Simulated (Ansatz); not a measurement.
Theory: DFT PBE, scalar-relativistic, plane waves, PAW in Ansatz 0.2.0. Cutoff 420 eV, Γ-centred meshes of about 0.25 Å⁻¹ or finer for metals and 0.3 Å⁻¹ for insulators (2π included), Gaussian smearing. No spin polarisation.

A search over trial structures of BF gave this relaxed cell.

```yaml
crystal:
  lattice:
    - [1.40346, -6.58882, 0.00000]
    - [1.40346, 6.58882, 0.00000]
    - [0.00000, 0.00000, 2.84112]
  atoms:
    - { symbol: B, position: [0.46239, 0.53761, 0.25000] }
    - { symbol: B, position: [0.53761, 0.46239, 0.75000] }
    - { symbol: F, position: [0.36247, 0.63753, 0.25000] }
    - { symbol: F, position: [0.63753, 0.36247, 0.75000] }
```

Q: Is this structure dynamically stable, and if not, what does it turn into?

A: It is locally stable on this q mesh, but a lower structure lies near. The phonons at Γ show no imaginary mode. (Phonon run: 14×14×12 k mesh, Gaussian smearing of 0.10 eV.) With atoms moved at random and symmetry off, it falls by 64 meV/atom into P-1 (No. 2). Conventional cell: a = 3.102 Å, b = 4.904 Å, c = 6.884 Å, α = 88.0°, β = 79.8°, γ = 72.0°. B on its first site has 1 F at 1.34 Å and 3 B at 1.80 Å; B on its second site has 1 F at 1.31 Å and 2 B at 1.74–1.80 Å; around F on its first site lies 1 B at 1.34 Å; F on its second site has 1 B at 1.31 Å.

```
CELL_PARAMETERS angstrom
3.10224 0.00000 0.00000
1.51318 4.66455 0.00000
1.22265 -0.14977 6.77319
ATOMIC_POSITIONS crystal
B 0.73703 0.97412 0.06439
B 0.04102 0.35585 0.07910
B 0.95898 0.64415 0.92090
B 0.26297 0.02588 0.93561
F 0.67602 0.94001 0.26077
F 0.95347 0.38537 0.27197
F 0.04653 0.61463 0.72803
F 0.32398 0.05999 0.73923
```

Weakly bound directions are ill-defined at this level, which has no dispersion term. Phonons of metals hang on the k mesh and the smearing.
